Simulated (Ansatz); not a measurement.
Ti3Ag: energy against volume and a worked fit

The structure is cubic, space group Pm-3m (No. 221). Conventional cell: a = 4.099 Å, b = 4.099 Å, c = 4.099 Å, α = 90.00°, β = 90.00°, γ = 90.00°. Ag (site symmetry m-3m) is surrounded by 12 Ti at 2.90 Å. Ti (site symmetry 4/mmm) is surrounded by 4 Ag at 2.90 Å and 8 Ti at 2.90 Å.

The cell comes from a database or a generator and needn't be the stable form of this composition.

The cell was scaled at fixed shape and fractions and run with Ansatz, all-electron LAPW, scalar-relativistic; PBEsol, k mesh 7 × 7 × 7 on the cell of 4 atoms, fermi-dirac occupations of 0.05 eV, no spin polarisation, no spin-orbit coupling. Energies are those that the program minimises, any entropy of the smearing included. For a metal such a mesh isn't converged to the digits shown.

```csv
V (Å³/atom),energy over the lowest row (meV/atom)
16.1823,1.53
16.5266,0.00
16.8709,3.99
17.2152,12.94
17.5595,?
17.9038,43.68
18.2481,64.62
```

Problem. Fit the third-order Birch-Murnaghan form, give V0, B0 and B′, and predict the energy left open.

Solution. With y = (V0/V)^(2/3), E = E0 + (9 V0 B0/16) [(y - 1)³ B′ + (y - 1)² (6 - 4y)]. Least squares through the rows shown give V0 = 16.4445 Å³/atom, E0 = -0.16 meV, B0 = 125.8 GPa (1 eV/Å³ = 160.218 GPa) and B′ = 4.23, with a largest miss of 0.02 meV. At V = 17.5595 the form with these constants gives 26.31 meV; the run gave 26.32 meV an atom.
